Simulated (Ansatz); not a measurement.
Harmonic thermodynamics of Ga₄AsP₃

All numbers below come from DFT PBE, scalar-relativistic, plane waves, PAW (Ansatz 0.2.0). Settings: 420 eV plane-wave cutoff, Γ-centred 12×12×2 mesh, fixed occupations. No spin polarisation. Phonons by linear response, acoustic sum rule imposed.

Equilibrium structure at this level:
```cif
data_structure
_symmetry_space_group_name_H-M 'P3m1'
_symmetry_Int_Tables_number 156
_cell_length_a 3.9225
_cell_length_b 3.9225
_cell_length_c 12.9315
_cell_angle_alpha 90.000
_cell_angle_beta 90.000
_cell_angle_gamma 120.000
_cell_volume 172.31
loop_
_atom_site_label
_atom_site_type_symbol
_atom_site_symmetry_multiplicity
_atom_site_Wyckoff_symbol
_atom_site_fract_x
_atom_site_fract_y
_atom_site_fract_z
_atom_site_occupancy
Ga1 Ga 1 c 0.66667 0.33333 0.50584 1
Ga2 Ga 1 c 0.66667 0.33333 0.99821 1
Ga3 Ga 1 a 0.00000 0.00000 0.24431 1
Ga4 Ga 1 a 0.00000 0.00000 0.75176 1
P1 P 1 c 0.66667 0.33333 0.18361 1
P2 P 1 c 0.66667 0.33333 0.69067 1
P3 P 1 a 0.00000 0.00000 0.93708 1
As1 As 1 a 0.00000 0.00000 0.43653 1
```

The structure comes from a generated guess, relaxed at this level; another structure or a mixture of phases may lie lower. The q mesh is coarse, so values between its points are rough.

Force constants from linear response on a 2×2×1 q mesh, interpolated to a fine mesh.

(1) What is the zero-point energy per atom?

(2) How large are the vibrational entropy and heat capacity at 300 K?

(3) Tabulate them against temperature.

## Answers

(1) 40.8 meV.

(2) S = 3.48 k_B and C_V = 2.69 k_B per atom, 90 % of the Dulong–Petit value.

(3)
```tsv
T (K)	F_vib (meV/atom)	S (k_B/atom)	C_V (k_B/atom)
100	37.3	1.09	1.49
200	21.9	2.45	2.38
300	-3.9	3.48	2.69
400	-37.5	4.28	2.82
500	-77.1	4.91	2.88
600	-121.8	5.44	2.92
700	-170.7	5.89	2.94
800	-223.2	6.28	2.95
900	-278.9	6.63	2.96
1000	-337.4	6.95	2.97
```
